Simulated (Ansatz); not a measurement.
ZrAl$_{3}$:
```
CELL_PARAMETERS angstrom
     -1.99272     1.99272     8.58733
      1.99272    -1.99272     8.58733
      1.99272     1.99272    -8.58733
ATOMIC_POSITIONS crystal
  Al 0.50000 0.00000 0.50000
  Al 0.00000 0.50000 0.50000
  Al 0.75000 0.25000 0.50000
  Al 0.25000 0.75000 0.50000
  Al 0.37463 0.37463 0.00000
  Al 0.62537 0.62537 0.00000
  Zr 0.11876 0.11876 0.00000
  Zr 0.88124 0.88124 0.00000
```

Relaxed with PBEsol. Special points in fractions of this cell's reciprocal vectors: Γ (0.000, 0.000, 0.000); X (0.000, 0.000, 0.500); P (0.250, 0.250, 0.250); N (0.000, 0.500, 0.000); M (0.500, 0.500, -0.500); S (0.263, 0.737, -0.263); S0 (-0.263, 0.263, 0.263); R (-0.027, 0.027, 0.500); G (0.500, 0.500, -0.027).

Q: List the band energies nearest the Fermi level at these points for PBEsol (plane waves, PAW; program Ansatz).

A: In eV from the Fermi level; about four levels below and three above (degenerate sets whole), none deeper than 8.9 eV; points with the same levels are listed once.

```tsv
k	below	above
Γ	-1.87 -1.87 -1.53 -1.53	0.12 0.79 0.95 0.95
X	-2.19 -1.96 -1.53 -0.81	0.86 2.11 2.21
P	-2.38 -2.38 -1.70 -1.70 -1.14	1.49 2.04 2.12
N	-1.90 -1.51 -1.38 -0.72	0.31 1.11 1.61
M	-2.04 -2.04 -1.42 -1.25 -1.25	0.26 0.58 0.58
S	-1.69 -1.46 -1.31 -0.82	0.50 1.22 1.47
R	-2.21 -1.98 -1.52 -0.78	0.90 2.10 2.17
```

Space group I4/mmm. The workflow started from an entry of the Crystallography Open Database (COD). Whether it is the stable phase at ambient conditions was not checked. The PBEsol relaxation kept the symmetry of its start; whether a distortion lowers the energy is not shown. No spin polarisation was allowed. Scalar-relativistic: spin–orbit coupling is off unless named, which matters more the heavier the elements.

Potentials: the later of the program's two PAW sets.
